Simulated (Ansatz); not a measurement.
GeRh:
```
CELL_PARAMETERS angstrom
      5.65942     0.00000     0.00000
      0.00000     3.25819     0.00000
      0.00000     0.00000     6.43516
ATOMIC_POSITIONS crystal
  Rh 0.99471 0.75000 0.20199
  Rh 0.00529 0.25000 0.79801
  Rh 0.50529 0.25000 0.70199
  Rh 0.49471 0.75000 0.29801
  Ge 0.80813 0.75000 0.56318
  Ge 0.19187 0.25000 0.43682
  Ge 0.69187 0.25000 0.06318
  Ge 0.30813 0.75000 0.93682
```

Relaxed with PBEsol. Special points in fractions of this cell's reciprocal vectors: Γ (0.000, 0.000, 0.000); X (0.500, 0.000, 0.000); S (0.500, 0.500, 0.000); Y (0.000, 0.500, 0.000); Z (0.000, 0.000, 0.500); U (0.500, 0.000, 0.500); R (0.500, 0.500, 0.500); T (0.000, 0.500, 0.500).

Problem. List the band energies nearest the Fermi level at these points for PBEsol in the plane-wave PAW code Ansatz.

Solution. In eV from the Fermi level; about four levels below and three above (degenerate sets whole), none deeper than 8.9 eV; points with the same levels are listed once.

```json
[
 {"k": "Γ", "below": "-1.25 -1.07 -0.99 -0.37", "above": "0.40 1.53 2.26"},
 {"k": "X", "below": "-1.16 -1.16 -1.09 -1.09", "above": "1.77 1.77 3.90 3.90"},
 {"k": "S", "below": "-0.12 -0.12 -0.12 -0.12", "above": "1.96 1.96 1.96 1.96"},
 {"k": "Y", "below": "-0.69 -0.69 -0.24 -0.24", "above": "0.08 0.08 1.00 1.00"},
 {"k": "Z", "below": "-1.08 -1.08 -1.08 -1.08", "above": "1.14 1.14 3.48 3.48"},
 {"k": "U", "below": "-1.32 -1.32 -0.42 -0.42", "above": "1.87 1.87 3.39 3.39"},
 {"k": "R", "below": "-0.19 -0.19 -0.19 -0.19", "above": "3.52 3.52 3.52 3.52"},
 {"k": "T", "below": "-0.46 -0.46 -0.06 -0.06", "above": "1.58 1.58 2.92 2.92"}
]
```

Space group Pnma. The workflow started from an entry of the Crystallography Open Database (COD). Its standing as an ambient phase is unchecked. Symmetry was held in the PBEsol relaxation; whether a distortion lowers the energy is not shown. No spin polarisation was allowed. Scalar-relativistic: spin–orbit coupling is off unless named, which matters more the heavier the elements.

Potentials: the later of the program's two PAW sets.
